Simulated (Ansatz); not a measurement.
Q: Name crystals whose computed values (DFT-PBEsol in the program Ansatz with PAW potentials) fall in these windows: G_Hill (GPa) 17 to 25; highest Γ mode, no LO–TO term (cm⁻¹) 150 to 210.

A: 

```tsv
crystal	G_Hill (GPa)	highest Γ mode, no LO–TO term (cm⁻¹)
Sn, diamond	21.3	181
```
Others may fit too.

Not the usual ambient phase: Sn, diamond. The cell was relaxed under the symmetry of its start. Spin–orbit coupling is left out wherever it is not named.

Potentials: the earlier of the program's two PAW sets. The files were generated under PBE; for other functionals the program regenerates the frozen cores, and for LDA and PBEsol the local potential too.
